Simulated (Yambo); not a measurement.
CuI (space group Cmcm, No. 63), G0W0@PBEsol in Yambo with this input:

```
rim_cut
gw0
dyson
el_el_corr
HF_and_locXC
ppa
em1d
RandQpts= 1000000
RandGvec= 1 Ry
EXXRLvcs= 92 Ry
VXCRLvcs= 368 Ry
Chimod= "HARTREE"
% BndsRnXp
 17 | 354 |
%
NGsBlkXp= 7 Ry
% LongDrXp
 1.0 | 1.0 | 1.0 |
%
PPAPntXp= 27.2114 eV
% GbndRnge
 1 | 354 |
%
GTermKind= "BG"
DysSolver= "n"
ExtendOut
```

On a 2×2×2 mesh, with wavefunctions cut at 92 Ry, the gap (Γ → Γ) is 1.363 eV and the valence edge shifts by -0.328 eV.

What happens with this change: 142 bands in G?

The gap rises by 0.061 eV, to 1.424 eV; the shift of the valence edge becomes -0.319 eV. Neither run is shown to be the converged limit.

Spin-orbit coupling is included.

Geometry relaxed with PBE+D3(BJ); primitive cell a = b = 4.811 Å, c = 4.366 Å, α = β = 90.00°, γ = 93.18°.

This is not the ordinary phase of the substance; no match was found in the copy of COD used, and its stability was not checked.

A shift is the quasiparticle energy of the state minus its PBEsol energy.
